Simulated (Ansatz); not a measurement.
The cell of KInGaC₆N₆ is invented: cyanide-bridged rock-salt net of two metals, 1 guest cations a cell (F-43m, No. 216). Lengths were set from tabulated atomic sizes, so they are only a guess.

```
K In Ga C N
1.0
     0.00000    5.16350    5.16350
     5.16350    0.00000    5.16350
     5.16350    5.16350    0.00000
K In Ga C N
1 1 1 6 6
Direct
  0.75000 0.75000 0.75000
  0.50000 0.50000 0.50000
  0.00000 0.00000 0.00000
  0.81640 0.18360 0.18360
  0.18360 0.18360 0.81640
  0.81640 0.18360 0.81640
  0.18360 0.81640 0.81640
  0.81640 0.81640 0.18360
  0.18360 0.81640 0.18360
  0.70311 0.29689 0.29689
  0.29689 0.29689 0.70311
  0.70311 0.29689 0.70311
  0.29689 0.70311 0.70311
  0.70311 0.70311 0.29689
  0.29689 0.70311 0.29689
```

Method: DFT PBE, scalar-relativistic, plane waves, PAW (Ansatz). Cutoff 420 eV, Gaussian smearing, Γ-centred meshes. Cell and atoms relax first on a coarse mesh and then on a finer one. In between, the cell is made exact in the group found at 0.06 Å. In metals the finer mesh still leaves noise of several meV/atom or more. The steps can't lower the symmetry of their start. No spin polarisation in the relaxation; trial moments died out in a coarse test.

A guess keeps its type if space group and coordination stay and the shape of the cell changes little (axis ratios within about 15 %, angles within 6°); the volume may change.

Problem. Does this structure survive the relaxation?

Solution. It keeps its type. The symmetry stays F-43m (No. 216). The volume per atom grows by 21.6 %, from 18.4 to 22.3 Å³. The shortest distance goes from 1.17 Å (C–N) to 1.18 Å (C–N). Counting neighbours within 15 % of an atom's shortest distance, the start has C 1, Ga 6, In 6, K 24, N 1 and the end C 1, Ga 6, In 6, K 24, N 1.

The last run used a 6×6×6 mesh for its 15-atom cell and Gaussian smearing of 0.10 eV. An odd number of electrons in the primitive cell allows no gap without spin; a larger cell or a magnetic state could open one. A structure relaxed within its symmetry needn't be a true minimum.
